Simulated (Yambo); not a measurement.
```xyz
2
Lattice="3.8789 0.0000 0.0000 -1.9395 3.3592 0.0000 0.0000 0.0000 14.4000" Properties=species:S:1:pos:R:3 pbc="T T T"
Ge     0.0000     2.2395     0.7762
Te     0.0000     0.0000    -0.7762
```

Response from Yambo on PBEsol (pw.x of Quantum ESPRESSO, ONCV potentials, no spin-orbit coupling) bands: 18×18×1 mesh, 55 bands, 2 Ry local-field block, 0.2 eV broadening.

Task: Give the static in-plane polarisability without and with local fields.

Result: 
| field along | α(0), independent particles (Å) | α(0), RPA with local fields (Å) | screening length 2πα (Å) |
|---|---|---|---|
| x | 4.88 | 4.27 | 26.8 |
Electronic (clamped-ion) response only. Spin-orbit coupling, left out here, changes gap and response of such heavy elements. Convergence of the RPA response with its 18×18×1 mesh was not tested.

Geometry relaxed with PBEsol.

This is a model layer cut from the bulk structure; whether it is stable on its own was not checked.
